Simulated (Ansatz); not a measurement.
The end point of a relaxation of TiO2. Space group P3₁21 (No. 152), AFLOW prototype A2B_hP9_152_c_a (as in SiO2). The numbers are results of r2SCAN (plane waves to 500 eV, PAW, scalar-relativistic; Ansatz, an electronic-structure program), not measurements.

Space group P3₁21 (No. 152); a = b = 5.5544 Å, c = 6.0513 Å, α = β = 90.00°, γ = 120.00°

```
atom  site  symmetry       x       y       z
----  ----  --------  ------  ------  ------
Ti      3b       .2.  0.5347  0.5347  0.5000
O       6c         1  0.7268  0.1454  0.0482
```

```json
{
 "volume_per_atom": "17.96 Å³",
 "density": "2.46 g/cm³",
 "band_gap": "4.06 eV, direct at A (no spin-orbit coupling)",
 "shortest_distances": "O–Ti 1.81 Å; O–O 2.94 Å; Ti–Ti 3.45 Å",
 "k-mesh": "7×7×6"
}
```

Band energies at high-symmetry points (eV from the VBM; labels of this space group; no spin-orbit coupling), from −5 eV up to 5.8 eV:

```csv
point,energies
Γ,-2.93 -2.93 -2.85 -2.69 -2.69 -2.56 -2.45 -2.31 -2.31 -1.29 -1.29 -1.13 -0.90 -0.83 -0.83 -0.34 -0.31 -0.31 4.12 4.67 4.67 5.08 5.08 5.22 5.76 5.76
M,-2.91 -2.85 -2.83 -2.82 -2.67 -2.64 -2.21 -2.08 -2.02 -1.91 -1.51 -1.34 -1.03 -0.83 -0.81 -0.78 -0.20 -0.03 4.33 4.34 4.64 5.28 5.73
K,-2.85 -2.85 -2.82 -2.81 -2.71 -2.71 -2.32 -1.98 -1.98 -1.60 -1.60 -1.53 -1.06 -1.06 -0.91 -0.34 -0.34 -0.07 4.18 4.68 4.68 5.47 5.47 5.61
A,-2.91 -2.90 -2.90 -2.76 -2.76 -2.55 -2.39 -2.04 -2.04 -1.62 -1.62 -1.47 -1.03 -1.03 -0.63 -0.05 -0.05 0.00 4.06 4.46 4.46 4.85 4.93 4.93
L,-2.92 -2.86 -2.78 -2.74 -2.73 -2.68 -2.19 -2.12 -1.89 -1.84 -1.65 -1.44 -1.20 -0.84 -0.74 -0.43 -0.29 -0.25 4.60 4.82 4.87 5.30 5.34 5.56 5.73
H,-2.89 -2.89 -2.79 -2.72 -2.69 -2.69 -2.11 -2.11 -2.01 -1.87 -1.62 -1.62 -0.85 -0.76 -0.76 -0.51 -0.51 -0.31 4.87 4.98 4.98 5.29 5.32 5.32 5.71
```

No spin polarisation in the result.

The run could not lose the symmetry of its start.

The first start was generated by placing the elements on the sites of a structure type. A measured structure of TiO2 has the same space group, P3₁21 (No. 152); the sites were not compared with it. Another known form has space group No. 61.
